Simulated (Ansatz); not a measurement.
Input file for Ansatz (a quantum-chemistry and plane-wave program):

Ansatz 0.2 input:
```yaml
crystal:
  lattice:
    - [4.3597043845, 0.0, 0.0]
    - [0.0, 4.3597043845, 0.0]
    - [0.0, 0.0, 9.2719673623]
  atoms:
    - { symbol: Ba, position: [0.0, 0.5, 0.6585335912] }
    - { symbol: Ba, position: [0.5, 0.0, 0.3414664088] }
    - { symbol: Cu, position: [0.0, 0.0, 0.0] }
    - { symbol: Cu, position: [0.5, 0.5, 0.0] }
    - { symbol: Te, position: [0.5, 0.0, 0.8390900497] }
    - { symbol: Te, position: [0.0, 0.5, 0.1609099503] }
    - { symbol: F, position: [0.5, 0.5, 0.5] }
    - { symbol: F, position: [0.0, 0.0, 0.5] }
kpoints:
  mp_grid: { grid: [6, 6, 3] }
basis: { xc_grid: 2 }
hamiltonian:
  xc: pbesol
  pseudopotentials: { kind: paw }
scf:
  occupations: { method: fixed }
output:
  optics: { e_range: [0.0, 15.0], de: 0.05, sigma: 0.1, bands: { spectra_wanted_up_to: 12 eV } }
```

Output (shortened):

```
output.optics: the spectra are integrated over the Brillouin zone by k·p interpolation around the k-points, where levels, occupations, output.optics.sigma and …
Pseudopotentials: kind: paw
Pseudopotential: Ba, paw, valence charge 10
Pseudopotential: Cu, paw, valence charge 19
Pseudopotential: Te, paw, valence charge 16
Pseudopotential: F, paw, valence charge 7
Functional definition: PBEsol
Crystal: 8 atoms, lattice volume = 176.232 Å³
Basis set: ecut = 420 eV, 3463 PW (Γ), exchange–correlation on 60×60×128 points (8 copies of the dense FFT grid, shifted against one another)
Bands: 63, of which v1, the nominal top of the filled ones, is band 52 counted from 1 (51 counted from 0)
Symmetry: 16 space group operations
Space group: P4/nmm (ITA 129), of the structure as read, at distance tolerance 5.6e-5 Å
k-points: 20 of 108
PAW frozen core: Ba, regenerated for the run's functional, and the local potential with it
PAW frozen core: Cu, regenerated for the run's functional, and the local potential with it
PAW frozen core: Te, regenerated for the run's functional, and the local potential with it
PAW frozen core: F, regenerated for the run's functional, and the local potential with it
Initial wavefunctions: pseudopotential atomic-orbital guess
Eigensolver: davidson
Functional: x = pbesol(κ = 0.804, μ = 0.12345679012345678), c = pbesol(β = 0.046)
SCF iter   1: F=—  HF=-40316.632188 eV  |F-HF|=—  |Δ(HF+E_count)|=         —  Δρ=1.10e-2  dr2=1.45e-1  ethr=1.77e-3  ⟨swp⟩=5.0  Hψ=4717  notcnv=0  defer=169
all-band conjugate gradients solve this SCF's bands
preconditioner: auto → Resta (q_TF=auto, 2.499 Å⁻¹)
SCF iter   2: F=—  HF=-40316.610841 eV  |F-HF|=—  |Δ(HF+E_count)|=   2.13e-2  Δρ=6.96e-3  dr2=5.47e-2  ethr=1.40e-4  ⟨swp⟩=2.4  Hψ=2522  notcnv=0  defer=177
SCF iter   3: F=—  HF=-40316.598110 eV  |F-HF|=—  |Δ(HF+E_count)|=   1.27e-2  Δρ=2.60e-3  dr2=9.57e-3  ethr=5.26e-5  ⟨swp⟩=2.1  Hψ=2227  notcnv=0  defer=180
SCF iter   4: F=—  HF=-40316.596918 eV  |F-HF|=—  |Δ(HF+E_count)|=   1.19e-3  Δρ=8.70e-4  dr2=1.77e-3  ethr=9.20e-6  ⟨swp⟩=2.0  Hψ=2167  notcnv=0  defer=180
SCF iter   5: F=—  HF=-40316.596892 eV  |F-HF|=—  |Δ(HF+E_count)|=   2.58e-5  Δρ=2.12e-4  dr2=1.01e-4  ethr=1.70e-6  ⟨swp⟩=2.0  Hψ=2053  notcnv=0  defer=180
SCF iter   6: F=—  HF=-40316.596931 eV  |F-HF|=—  |Δ(HF+E_count)|=   3.89e-5  Δρ=1.39e-4  dr2=2.07e-5  ethr=9.75e-8  ⟨swp⟩=2.0  Hψ=1930  notcnv=0  defer=151
SCF iter   7: F=—  HF=-40316.596877 eV  |F-HF|=—  |Δ(HF+E_count)|=   5.37e-5  Δρ=2.87e-5  dr2=1.33e-6  ethr=1.99e-8  ⟨swp⟩=2.0  Hψ=1969  notcnv=0  defer=118
SCF iter   8: F=—  HF=-40316.596869 eV  |F-HF|=—  |Δ(HF+E_count)|=   7.83e-6  Δρ=4.73e-6  dr2=3.52e-8  ethr=1.28e-9  ⟨swp⟩=2.0  Hψ=2173  notcnv=0  defer=114
SCF iter  12: F=-40316.596869 eV  HF=-40316.596869 eV  |F-HF|=1.46e-11  |Δ(HF+E_count)|=  7.28e-12  Δρ=7.39e-8  dr2=9.40e-12  ethr=1.00e-12  ⟨swp⟩=14.1  Hψ=7374  notcnv=0
SCF 1 converged in 12 iterations: F = -40316.596869 eV  dr2 = 9.40e-12
NSCF: frozen V_eff on 20 k-points
Optics k sum: 0 of 20 k-points
Optics k sum: 1 of 20 k-points
Optics k sum: 2 of 20 k-points
Optics k sum: 3 of 20 k-points
Optics k sum: 4 of 20 k-points
Optics k sum: 5 of 20 k-points
Optics k sum: 6 of 20 k-points
Optics k sum: 7 of 20 k-points
Optics k sum: 8 of 20 k-points
Optics k sum: 9 of 20 k-points
Optics k sum: 10 of 20 k-points
Optics k sum: 11 of 20 k-points
Optics k sum: 12 of 20 k-points
Optics k sum: 13 of 20 k-points
Optics k sum: 14 of 20 k-points
Optics k sum: 15 of 20 k-points
Optics k sum: 16 of 20 k-points
Optics k sum: 17 of 20 k-points
Optics k sum: 18 of 20 k-points
Optics k sum: 19 of 20 k-points
Optics k sum: 20 of 20 k-points
Optics k sum: 0 of 20 k-points
Optics k sum: 1 of 20 k-points
Optics k sum: 2 of 20 k-points
Optics k sum: 3 of 20 k-points
Optics k sum: 4 of 20 k-points
Optics k sum: 5 of 20 k-points
Optics k sum: 6 of 20 k-points
Optics k sum: 7 of 20 k-points
Optics k sum: 8 of 20 k-points
Optics k sum: 9 of 20 k-points
Optics k sum: 10 of 20 k-points
Optics k sum: 11 of 20 k-points
Optics k sum: 12 of 20 k-points
Optics k sum: 13 of 20 k-points
Optics k sum: 14 of 20 k-points
Optics k sum: 15 of 20 k-points
Optics k sum: 16 of 20 k-points
Optics k sum: 17 of 20 k-points
Optics k sum: 18 of 20 k-points
Optics k sum: 19 of 20 k-points
Optics k sum: 20 of 20 k-points
NSCF: frozen V_eff on 1 k-points
NSCF: frozen V_eff on 1 k-points
NSCF: frozen V_eff on 1 k-points
output.optics: what the bands over the 104 summed would add to eps1, eps2 and the energy-loss function is held between a lower and an upper bound (11 Lanczos …
SCF converged after 12 iterations
Free energy (F): -40316.596869 eV
Harris-Foulkes:  -40316.596869 eV  (|F-HF|=1.46e-11)
Internal energy: -40316.596869 eV  (E = F + TS)
E sigma→0 (E₀):  -40316.596869 eV
Fermi energy:    10.602573 eV
--- Per-component energies (eV) ---
  E_band       = -1467.989827
  E_kinetic    = 1718.644171
  E_local      = -18235.820333  (includes V_loc(G=0)·N_el)
  E_nonlocal   = 451.950461
  E_hartree    = 8706.161447
  E_xc         = -917.745734
  E_vxc        = -915.878501  (∫ρ·V_xc dr)
  E_paw        = -23109.057734  (= ΣΔE_a)
  E_vpaw       = -1899.212577  (= ΣTr[D̂ρ^β])
  E_aug_tail   = 0.004197  (compensation charges beyond the density's cutoff)
  E_ewald      = -8932.283130
  E_core_change = 1.549786  (= ΣΔE_core)
  E_smearing   =  0.000000  (= −TS)
  E_closure    =  0.000000  (closes the sum)
  Σ components = -40316.596869   (vs F -40316.596869, Δ=0.00e0)
  [band-id]    e_kinetic+e_local+e_nonlocal+2·e_hartree+e_vxc+e_vpaw+e_augmentation_tail = -1467.989689   (vs E_band -1467.989827, Δ=1.38e-4)
--- Band table (eV; the first three rows and the last of 20) ---
  k-point 0: bands = ["-101.2198", "-101.2193", "-58.7845", "-58.7836", "-58.7657", "-58.7657", "-58.7606", "-58.7606", "-26.0183", "-26.0176", "-26.0152", "-26.0152", "-26.0142", "-26.0140", "-26.0140", "-26.0136", "-26.0015", "-26.0012", "-17.1361", "-16.9205", "-13.2665", "-13.2592", "-2.4523", "-2.3579", "-2.3579", "-2.3250", "-2.0707", "-2.0707", "-1.0855", "-0.4605", "4.6023", "4.6484", "4.7511", "4.7511", "5.3631", "5.3631", "5.7040", "6.8703", "6.9670", "6.9670", "7.3489", "7.3489", "7.6329", "8.1759", "8.3874", "8.4705", "8.7737", "8.7737", "8.7867", "9.8894", "10.6026", "10.6026", "11.4480", "12.5304", "12.5574", "12.5754", "14.2088", "14.7185", "15.0363", "15.3720", "15.4469", "15.4707", "15.4707"]
  k-point 1: bands = ["-101.2198", "-101.2193", "-58.7845", "-58.7836", "-58.7657", "-58.7657", "-58.7606", "-58.7606", "-26.0183", "-26.0176", "-26.0151", "-26.0151", "-26.0142", "-26.0140", "-26.0140", "-26.0136", "-26.0015", "-26.0012", "-17.1360", "-16.9206", "-13.2665", "-13.2592", "-2.5140", "-2.3576", "-2.3576", "-2.2540", "-2.0711", "-2.0711", "-1.0889", "-0.4620", "4.4733", "4.6474", "4.7515", "4.7515", "5.3630", "5.3630", "5.9729", "6.7288", "6.9594", "6.9594", "7.3601", "7.3601", "7.6329", "8.1864", "8.3975", "8.4705", "8.7759", "8.7759", "8.7867", "9.7953", "10.5874", "10.5874", "11.5812", "12.1758", "12.5486", "13.2046", "14.3127", "14.7153", "14.7896", "15.3737", "15.4840", "15.4886", "15.4886"]
  k-point 2: bands = ["-101.2198", "-101.2194", "-58.7844", "-58.7837", "-58.7653", "-58.7653", "-58.7609", "-58.7609", "-26.0180", "-26.0174", "-26.0152", "-26.0151", "-26.0144", "-26.0143", "-26.0139", "-26.0136", "-26.0014", "-26.0011", "-17.1075", "-16.9192", "-13.2866", "-13.2827", "-2.5567", "-2.5216", "-2.3257", "-2.1620", "-2.0756", "-2.0446", "-1.0310", "-0.4392", "4.6753", "4.7064", "4.7806", "4.7946", "5.2973", "5.2987", "5.9134", "6.7656", "6.8168", "6.9731", "7.0662", "7.2820", "7.6928", "8.1849", "8.3754", "8.4133", "8.4805", "8.5319", "9.0991", "9.9115", "9.9247", "10.4753", "12.0051", "12.8065", "13.0279", "13.6310", "13.6647", "14.4284", "14.7283", "14.8084", "15.1920", "15.2510", "15.6472"]
  k-point 19: bands = ["-101.2196", "-101.2196", "-58.7841", "-58.7841", "-58.7661", "-58.7661", "-58.7602", "-58.7602", "-26.0159", "-26.0159", "-26.0158", "-26.0158", "-26.0146", "-26.0146", "-26.0142", "-26.0142", "-26.0005", "-26.0005", "-16.9037", "-16.9037", "-13.4410", "-13.4410", "-2.4698", "-2.4698", "-2.3605", "-2.3605", "-2.1197", "-2.1197", "-0.5872", "-0.5872", "4.7040", "4.7040", "5.1110", "5.1110", "5.3245", "5.3245", "5.4461", "5.4461", "7.0368", "7.0368", "7.4197", "7.4197", "7.9086", "7.9086", "8.0333", "8.0333", "8.3349", "8.3349", "8.4934", "8.4934", "8.9327", "8.9327", "13.2790", "13.2790", "13.6621", "13.6621", "15.0521", "15.0521", "15.4726", "15.4726", "16.8763", "16.8763", "16.9954"]
  band table: 63 of 63 bands, residual norms ≤ 1.0e-3 eV
```

Cost: roughly 4 core-minutes on shared cores.

The first step of the workflow began from a Materials Project structure, measured or hypothetical; the Crystallography Open Database copy checked does not list it. Whether it is the stable phase at ambient conditions was not checked. The PBEsol relaxation kept the symmetry of its start; phonons show weakly imaginary modes. The run is not spin-polarised. No Hubbard U is applied. Scalar-relativistic: spin–orbit coupling is off unless named, which matters more the heavier the elements.

Potentials: the later of the program's two PAW sets.

Ansatz is a plane-wave DFT program.
